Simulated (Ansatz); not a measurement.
The elements of this relaxed crystal are hidden behind letters.

```
lattice vectors (Å)
   4.8057    0.0000    0.0000
  -2.4029    4.1619    0.0000
   0.0000    0.0000    6.5973
fractional positions
X 0.5000 0.0000 0.5000
X 0.5000 0.5000 0.8333
X 0.0000 0.5000 0.1667
Z 0.1589 0.3178 0.5000
Z 0.8411 0.1589 0.8333
Z 0.6822 0.8411 0.1667
Z 0.8411 0.6822 0.5000
Z 0.1589 0.8411 0.8333
Z 0.3178 0.1589 0.1667
```

All numbers below come from DFT PBE, scalar-relativistic, plane waves, PAW in Ansatz 0.2.0. The final run on the 9-atom cell used 420 eV, a Γ-centred 12×12×6 mesh, 0.10 eV smearing and no spin polarisation.

| Item | Value |
| --- | --- |
| Space group | P6_222 (No. 180) |
| Conventional cell | a = 4.806 Å, c = 6.597 Å |
| Volume per atom | 14.66 Å³ |
| Density | 8.95 g/cm³ |
| Energy over the elements | −0.48 eV/atom |
| Gap on the 12×12×6 mesh of the 9-atom cell | 0 eV (a metal) |

Energies are uncorrected and count from the elements' standard states at the same level.

Question: X is a d-block element of period 6 and Z is a p-block element of period 3. Which elements are they?

Answer: X = Ta, Z = Si, so the formula is TaSi2. Density times volume gives a mean mass of 8.95 × 14.66/1.6605 = 79.0 u per atom, and this set has 79.0 u. Ta is surrounded by 10 Si at 2.62–2.84 Å and 4 Ta at 3.26 Å; Si is surrounded by 3 Si at 2.57–2.65 Å, 5 Ta at 2.62–2.84 Å, 2 Si at 2.84 Å, 2 Si at 3.18 Å and 2 Si at 3.34 Å. Other sets within the hints have nearly the same mass, so mass alone doesn't settle it; this one was computed.

Spin–orbit coupling, which can matter for Ta, is left out. The cell is a metal run without spin; a magnetic state may lie lower. A structure relaxed within its symmetry needn't be a true minimum.
